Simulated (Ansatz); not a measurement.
According to plane-wave PAW PBE (Ansatz code), Ba in the diamond structure (Fd-3m) relaxes to a = 7.675 Å. Ba has 4 nearest neighbours from 3.32 Å (tetrahedral).

Electronic character: metallic (no gap). Gap from PBE with spin–orbit coupling: none (metallic).

The bulk modulus is 8.4 GPa.

The start of the workflow was typed in or built on a structure type; neither database checked (COD, Materials Project) lists it. It is not the phase usual at ambient conditions (space group No. 229). The cell was relaxed with PBE under the symmetry of its start; whether a distortion lowers the energy is not shown. The volume moved by -44 % from the start of the relaxation. Spin–orbit coupling is left out wherever it is not named.

Potentials: the later of the program's two PAW sets.
